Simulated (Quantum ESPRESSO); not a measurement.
W2Mo2Se6PCl, convergence and cost over cutoff and k mesh

Simulated, not a measurement. The program is pw.x of Quantum ESPRESSO 7.5 (plane-wave density functional theory). The cell is made up: 12 atoms on a layered 2H lattice, with randomly drawn elements, strain and displacements, not relaxed. PseudoDojo standard norm-conserving files (v0.5 for PBE, v0.4.1 for LDA and PBEsol) set the functional; there is no spin polarisation, spin-orbit coupling or dispersion term, and the masses in the input are unused placeholders.

Input of the run in row 4:

```
&control calculation='scf', pseudo_dir='./dojo.nc.sr.pbe.v0_5.standard.upf', outdir='./o', disk_io='medium', tprnfor=.true., tstress=.true. /
&system ibrav=0, nat=12, ntyp=5, nbnd=88, ecutwfc=85.99341389, nosym=.true., tot_charge=0,
 occupations='smearing', smearing='fd', degauss=0.0018374661
/
&electrons conv_thr=7.350e-09, electron_maxstep=60, /
ATOMIC_SPECIES
Cl 1.0 Cl.upf
Mo 1.0 Mo.upf
P 1.0 P.upf
Se 1.0 Se.upf
W 1.0 W.upf
CELL_PARAMETERS angstrom
3.2798 -0.0473 -0.0605
-0.0818 5.6712 -0.0113
-0.2425 -0.026 13.3009
ATOMIC_POSITIONS angstrom
W -0.1014 1.8425 3.3082
Mo 1.4862 0.8356 9.9808
W 1.513 4.7016 3.2841
Mo -0.242 3.6994 9.9663
Se -0.1094 1.8696 8.2769
Se -0.2347 1.8422 11.6527
Se 1.6149 0.9538 1.6339
P 1.5539 0.9414 5.051
Se 1.4046 4.7885 8.2806
Se 1.3965 4.6459 11.5133
Cl -0.0727 3.7807 1.681
Se -0.0862 3.8006 5.0548
K_POINTS automatic
7 4 2 1 1 1
```

The same cell was run at these settings. Meshes are shifted by half a step, and differences are from the last row, which is itself not exact.

| cutoff (eV) | k mesh | k points solved | threshold (eV) | free energy less the last row's (eV) | pressure (GPa) | largest stress difference (GPa) | largest force difference (eV/Å) | iterations | wall time (s) | k-point pools | processor |
| --- | --- | --- | --- | --- | --- | --- | --- | --- | --- | --- | --- |
| 819 | 2 x 2 x 2 | 4 | 1e-04 | 6.911 | -51.65 | 54.31 | 0.460 | 16 | 164 | 1 | AMD EPYC, Zen 5 class |
| 1170 | 1 x 1 x 1 | 1 | 1e-07 | -2.432 | 3.40 | 4.70 | 1.878 | 23 | 300 | 1 | AMD EPYC, Zen 5 class |
| 616 | 7 x 4 x 2 | 28 | 1e-07 | 164.692 | -521.19 | 523.02 | 0.142 | 24 | 179 | 4 | Intel Xeon, 2023 or later |
| 1170 | 7 x 4 x 2 | 28 | 1e-07 | 0.003 | 1.53 | 0.01 | 0.004 | 22 | 2981 | 1 | AMD EPYC, Zen 5 class |
| 1467 | 9 x 6 x 4 | 108 | 1e-07 | 0.000 | 1.52 | 0.00 | 0.000 | 21 | 2577 | 4 | Intel Xeon, 2023 or later |

Each pool is one process. Wall times include start-up and a band step at six k points, which weighs most on the coarsest meshes. The runs were on shared virtual cores whose load varied, so times are rough.